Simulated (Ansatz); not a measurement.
SnGe:
```xyz
8
Lattice="4.3996 0.0000 0.0000 0.0000 4.3715 0.0000 0.0000 0.0000 12.5374" Properties=species:S:1:pos:R:3 pbc="T T T"
Ge     1.0999     0.0000     4.2263
Ge     1.0999     2.1857     5.5913
Ge     3.2997     2.1857     6.9461
Ge     3.2997     0.0000     8.3111
Sn     1.0999     0.0000     9.8642
Sn     1.0999     2.1857    11.6600
Sn     3.2997     2.1857     0.8775
Sn     3.2997     0.0000     2.6733
```

Relaxed with PBE. Special points in fractions of this cell's reciprocal vectors: Γ (0.000, 0.000, 0.000); X (0.500, 0.000, 0.000); S (0.500, 0.500, 0.000); Y (0.000, 0.500, 0.000); Z (0.000, 0.000, 0.500); U (0.500, 0.000, 0.500); R (0.500, 0.500, 0.500); T (0.000, 0.500, 0.500).

Question: List the band energies nearest the Fermi level at these points for the program Ansatz at the PBE level (PAW).

Answer: In eV from the Fermi level; about four levels below and three above (degenerate sets whole), none deeper than 8.9 eV; points with the same levels are listed once.

| k | below | above |
|---|---|---|
| Γ | -1.36 -1.17 -1.04 -0.01 | 0.14 0.34 0.46 |
| X | -0.37 -0.37 -0.26 -0.26 | 1.75 1.75 3.44 3.44 |
| S | -2.43 -2.43 -2.43 -2.43 | 0.87 0.87 0.90 0.90 |
| Y | -1.09 -1.09 -0.45 -0.36 -0.13 | 1.67 1.69 3.23 |
| Z | -0.72 -0.66 -0.45 -0.11 | 0.40 0.51 1.16 |
| U | -1.75 -1.75 -0.37 -0.37 | 0.49 0.49 1.51 1.51 |
| R | -2.66 -2.66 -2.65 -2.65 | 1.61 1.61 1.73 1.73 |
| T | -1.80 -1.19 -1.10 -0.45 | 0.44 0.94 1.13 |

Space group Pmma. The start of the workflow was typed in or built on a structure type; neither database checked (COD, Materials Project) lists it. Its standing as an ambient phase is unchecked. The PBE relaxation kept the symmetry of its start; its stability against distortions is not shown here. Scalar-relativistic: spin–orbit coupling is off unless named, which matters more the heavier the elements.

Potentials: the later of the program's two PAW sets.
